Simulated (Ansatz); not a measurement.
# MoSe: energy against total moment

Method: Ansatz 0.2.0, DFT PBE, scalar-relativistic, plane waves, PAW.

```
Mo Se
1.0
     0.00000    2.61016    2.61016
     2.61016    0.00000    2.61016
     2.61016    2.61016    0.00000
Mo Se
1 1
Direct
  0.00000 0.00000 0.00000
  0.50000 0.50000 0.50000
```

```
plane-wave cutoff : 420 eV
Γ-centred k-mesh  : 14×14×14
occupation rule   : Gaussian smearing, 0.1 eV
```

The total moment of the cell is held at each value, at fixed atoms.

Site moments are spin moments in atom-centred spheres that scale with the neighbour distance.

| held moment (μB/cell) | E above lowest (meV/atom) | P (GPa) | site moments (μB) |
| --- | --- | --- | --- |
| 0.00 | 0.0 | 0.0 | none over 0.05 |
| 0.38 | 0.3 | 0.3 | Mo +0.31 |
| 0.75 | 1.1 | 1.0 | Mo +0.59 |
| 1.12 | 2.6 | 2.2 | Mo +0.87 |
| 1.50 | 4.2 | 3.8 | Mo +1.16 |
| 1.88 | ? | ? | ? |
| 2.25 | 4.6 | 8.0 | Mo +1.71 |
| 2.62 | ? | ? | ? |
| 3.00 | ? | ? | ? |

(1) Fill in the withheld rows.

Results:

(1) The withheld rows:

```
held moment (μB/cell) E above lowest (meV/atom) P (GPa) site moments (μB)
                 1.88                        3.2      5.7            Mo +1.45
                 2.62                       18.7     10.7  Mo +1.96, Se +0.06
                 3.00                       71.2     14.2  Mo +2.19, Se +0.10
```

Cost: 9 runs of about 0.68 core-minutes in all, on Intel Xeon 6975P-C (Granite Rapids) (shared hosts).